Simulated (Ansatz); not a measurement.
Geometry optimisation in Ansatz: input, command and trajectory.

```yaml
crystal:
  lattice:
    - [3.9511190399, 0.0, 0.0]
    - [0.0, 3.9511190399, 0.0]
    - [0.0, 0.0, 8.3511023717]
  atoms:
    - { symbol: Ta, position: [0.5, 0.5, 0.0] }
    - { symbol: Ta, position: [0.0, 0.0, 0.5] }
    - { symbol: Al, position: [0.0, 0.0, 0.0] }
    - { symbol: Al, position: [0.0, 0.5, 0.25] }
    - { symbol: Al, position: [0.5, 0.0, 0.25] }
    - { symbol: Al, position: [0.5, 0.5, 0.5] }
    - { symbol: Al, position: [0.5, 0.0, 0.75] }
    - { symbol: Al, position: [0.0, 0.5, 0.75] }
basis:
  ecutwfc: 500
kpoints:
  mp_grid: { grid: [10, 10, 4] }
hamiltonian:
  xc: r2scan
scf:
  occupations: { method: gaussian, width: 0.1 }
output:
  forces: true
  stress: true
  eigenvalues: true
relax:
  adjacent_minimum: "off"
  f_tol: 0.008
  max_steps: 40
  cell: { stress_tol: 0.015, fix: [a, b, gamma] }
```

```bash
ansatz run input.yaml --threads 1 --pin off --max-ram 2560MiB --backend cpu --events-out ev --progress --plain --runs-dir out
```

The calculation used Ansatz, DFT r2SCAN, scalar-relativistic, plane waves, PAW.

Of 5 frames 4 are shown, positions in Å and forces in eV/Å; the SCF threshold varies from step to step. Steps run on the plane waves of an earlier cell, with a Pulay correction in the pressure. The basis is chosen afresh for the last frame, the zero of the energies, and at times for earlier ones too; energy and pressure step there, also at an unchanged geometry. The mark taken_back stands on steps that the optimiser undid.

```xyz
8
Lattice="3.9511 0.0000 0.0000 0.0000 3.9511 0.0000 0.0000 0.0000 8.3511" Properties=species:S:1:pos:R:3:forces:R:3 pbc="T T T" step=1 free_energy_over_end_meV_per_atom=0.50 pressure_GPa=-5.28
Ta    1.9756    1.9756    0.0000    0.0000    0.0000    0.0000
Ta    0.0000    0.0000    4.1756    0.0000    0.0000    0.0000
Al    0.0000    0.0000    0.0000    0.0000    0.0000    0.0000
Al    0.0000    1.9756    2.0878    0.0000    0.0000    0.0000
Al    1.9756    0.0000    2.0878    0.0000    0.0000    0.0000
Al    1.9756    1.9756    4.1756    0.0000    0.0000    0.0000
Al    1.9756    0.0000    6.2633    0.0000    0.0000    0.0000
Al    0.0000    1.9756    6.2633    0.0000    0.0000    0.0000
8
Lattice="3.9511 0.0000 0.0000 0.0000 3.9511 0.0000 0.0000 0.0000 8.4727" Properties=species:S:1:pos:R:3:forces:R:3 pbc="T T T" step=2 free_energy_over_end_meV_per_atom=1.01 pressure_GPa=-7.06 taken_back
Ta    1.9756    1.9756    0.0000    0.0000    0.0000    0.0000
Ta    0.0000    0.0000    4.2364    0.0000    0.0000    0.0000
Al    0.0000    0.0000    0.0000    0.0000    0.0000    0.0000
Al    0.0000    1.9756    2.1182    0.0000    0.0000    0.0000
Al    1.9756    0.0000    2.1182    0.0000    0.0000    0.0000
Al    1.9756    1.9756    4.2364    0.0000    0.0000    0.0000
Al    1.9756    0.0000    6.3545    0.0000    0.0000    0.0000
Al    0.0000    1.9756    6.3545    0.0000    0.0000    0.0000
8
Lattice="3.9511 0.0000 0.0000 0.0000 3.9511 0.0000 0.0000 0.0000 8.4026" Properties=species:S:1:pos:R:3:forces:R:3 pbc="T T T" step=3 free_energy_over_end_meV_per_atom=0.01 pressure_GPa=-6.05
Ta    1.9756    1.9756    0.0000    0.0000    0.0000    0.0000
Ta    0.0000    0.0000    4.2013    0.0000    0.0000    0.0000
Al    0.0000    0.0000    0.0000    0.0000    0.0000    0.0000
Al    0.0000    1.9756    2.1006    0.0000    0.0000    0.0000
Al    1.9756    0.0000    2.1006    0.0000    0.0000    0.0000
Al    1.9756    1.9756    4.2013    0.0000    0.0000    0.0000
Al    1.9756    0.0000    6.3019    0.0000    0.0000    0.0000
Al    0.0000    1.9756    6.3019    0.0000    0.0000    0.0000
8
Lattice="3.9511 0.0000 0.0000 0.0000 3.9511 0.0000 0.0000 0.0000 8.4016" Properties=species:S:1:pos:R:3:forces:R:3 pbc="T T T" step=5 free_energy_over_end_meV_per_atom=0.00 pressure_GPa=-6.04
Ta    1.9756    1.9756    0.0000    0.0000    0.0000    0.0000
Ta    0.0000    0.0000    4.2008    0.0000    0.0000    0.0000
Al    0.0000    0.0000    0.0000    0.0000    0.0000    0.0000
Al    0.0000    1.9756    2.1004    0.0000    0.0000    0.0000
Al    1.9756    0.0000    2.1004    0.0000    0.0000    0.0000
Al    1.9756    1.9756    4.2008    0.0000    0.0000    0.0000
Al    1.9756    0.0000    6.3012    0.0000    0.0000    0.0000
Al    0.0000    1.9756    6.3012    0.0000    0.0000    0.0000
```

It took 63 s on 1 thread of Intel(R) Xeon(R) 6975P-C (Granite Rapids), on a shared host, peak memory 0.81 GiB.

Spin–orbit coupling is left out, which can shift energies with elements as heavy as these.